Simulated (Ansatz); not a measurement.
Consider the following.

Relaxed GaN (wurtzite):

```yaml
crystal:
  lattice:
    - [3.21838, 0.00000, 0.00000]
    - [-1.60919, 2.78720, 0.00000]
    - [0.00000, 0.00000, 5.24320]
  atoms:
    - { symbol: Ga, position: [0.66667, 0.33333, 0.00096] }
    - { symbol: Ga, position: [0.33333, 0.66667, 0.50096] }
    - { symbol: N, position: [0.66667, 0.33333, 0.62424] }
    - { symbol: N, position: [0.33333, 0.66667, 0.12424] }
```

Scan: atom 2 (Ga, nearest neighbour N at 1.967 Å; its periodic images, 3.2 Å or more away, move with it) is displaced along Cartesian [111], direction (0.577, 0.577, 0.577) in Cartesian axes, by s. The other atoms stay.

Method: PBE (plane waves to 420 eV, PAW, scalar-relativistic; Ansatz, an electronic-structure program). k mesh 10×10×5 (Γ-centred), Fermi-Dirac smearing 0.05 eV. E stands for the smeared free energy. GaN was relaxed with its symmetry unable to fall. The zero of ΔE is the undisplaced structure.

The scan covers s from -0.200 to 0.200 Å in 11 points.

Q: Is this a single well or a double well?

A: A single well with its minimum at or next to zero displacement.

Q: Is the energy the same for displacements of ±0.200 Å, and if not, which side lies higher?

A: Not even: the positive side lies higher at ±0.200 Å. With its periodic images moving along, the atom's site symmetry in this cell is 3m..

Q: What is the force constant k = d²E/ds² of this move at s = 0?

A: 14.3 eV/Å².

(A displaced cell: forces are minus the slopes of the energy, force constants its curvatures, and phonons follow from these.)
